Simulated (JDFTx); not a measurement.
System: Cu(111) (Fm-3m bulk; lattice of mp-30, not re-optimised at this level), 1x1 cell of 6 atoms in 6 planes, area 5.54 Å² a face, 10.4 Å between the outermost planes in a cell 26.3 Å high; k mesh 10×10×1, Fermi width 0.01 Ha, no spin polarisation.

All numbers are PBE, GBRV ultrasoft potentials, plane waves to 20/100 Ha results from JDFTx (a modified build), not measurements. Liquid on both sides: CANDLE, water, 1 M NaCl; nuclei fixed. On the negative side CANDLE's cavity feels the periodic box, so those points shift with the cell height.

Charging data:

```csv
U − U_pzc (V),σ (μC/cm²)
-0.89,-25.81
-0.69,-20.98
-0.29,-6.01
-0.21,-4.00
0.00,0.00
0.16,2.11
0.91,12.86
```

Working it through: a check of Lippmann's equation. The grand free energy per area against the neutral slab, Δγ = [F(N) − F(N₀) − μ(N − N₀)]/2A, is taken from the total energies of the same runs.

| U − U_pzc (V) | Δγ (mJ/m²) |
|---|---|
| -0.89 | -110.5 |
| -0.69 | -63.6 |
| -0.29 | -7.5 |
| -0.21 | -3.8 |
| 0.00 | 0.0 |
| 0.16 | -1.6 |
| 0.91 | -56.5 |

Δγ is largest at zero charge and falls away from it, as dγ/dU = −σ demands. At 0.91 V the computed -56.5 mJ/m² stands beside -58.5 mJ/m² from the constant-capacitance formula.
